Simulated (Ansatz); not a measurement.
HfMo2:
```
CELL_PARAMETERS angstrom
      0.00000     3.77431     3.77431
      3.77431     0.00000     3.77431
      3.77431     3.77431     0.00000
ATOMIC_POSITIONS crystal
  Mo 0.12500 0.12500 0.12500
  Mo 0.62500 0.12500 0.12500
  Mo 0.12500 0.12500 0.62500
  Mo 0.12500 0.62500 0.12500
  Hf 0.50000 0.50000 0.50000
  Hf 0.75000 0.75000 0.75000
```

Relaxed with r²SCAN.

**Question.** Map the electron localisation function on the plane through (0.125, 0.125, 0.125) spanned by u = [1, 0, 0] and v = [-1, 1, 1] in lattice vectors, from plane-wave PAW r²SCAN (Ansatz code).

**Answer.** x is the fraction of u, y of v (the angle between them is 90°; rows are the nearest grid lines); atoms in the plane: Mo at (0.00, 0.00), Mo at (0.50, 0.00), Hf at (0.75, 0.38), Hf at (0.25, 0.62).
```
|:=%%*::::=#%*::*%#=::::*%%=:|
|#%%#+::-:-*%%%%%#+:.-:.-*%%#|
|%%#+::--::=*#%%#+-.:=-::=#%%|
|:....-++=:....::.:-+++=::.::|
|--::::::::::---====---=====-|
|+=-:.    ..:=++++=--::-=++++|
|=:  .-++=:. .-+++=-::::-=++=|
|: .=%@@@@@*: .-++==----=++=:|
|. :*@@@@@@%=. :++++====+++=.|
|. -#@@@@@@%+. :=**+++++**+-.|
|.  -#@@@@%+.  .--::....:--:.|
|.  .-*###+:   ...        ...|
|...        ...   :+###*-.  .|
|.:--:....::--.  .+%@@@@#-  .|
|.-+**+++++**=: .+%@@@@@@#- .|
|.=+++====++++: .=%@@@@@@*: .|
|:=++=----==++-. :*@@@@@%=. :|
|=++=-::::-=+++-. .:=++-.  :=|
|++++=-::--=++++=:..    .:-=+|
|-=====---====---::::::::::--|
|::.::=+++-:.::....:=++-....:|
|%%#=::-=:.-+#%%#*=::--::+#%%|
|#%%*-.:-.:+#%%%%%*-:-::+#%%#|
|:=%%*::::=#%*::*%#=::::*%%=:|
```
Scale: ten equal steps from 0.084 (start of ' ') to 0.847 (end of '@'), in the order ' .:-=+*#%@'; x runs from 0.000 to 1.00, y from 0.000 (bottom) to 1.00 (top).

The density is the valence pseudo-density with augmentation charge, so density and ELF within about 1 Å of a nucleus are not all-electron values.

Space group Fd-3m (cubic Laves (MgCu2 type)). The workflow started from an entry of the Crystallography Open Database (COD). Whether it is the stable phase at ambient conditions was not checked. Symmetry was held in the r²SCAN relaxation; whether a distortion lowers the energy is not shown. No spin polarisation was allowed. Spin–orbit coupling is left out wherever it is not named.

Potentials: the later of the program's two PAW sets.
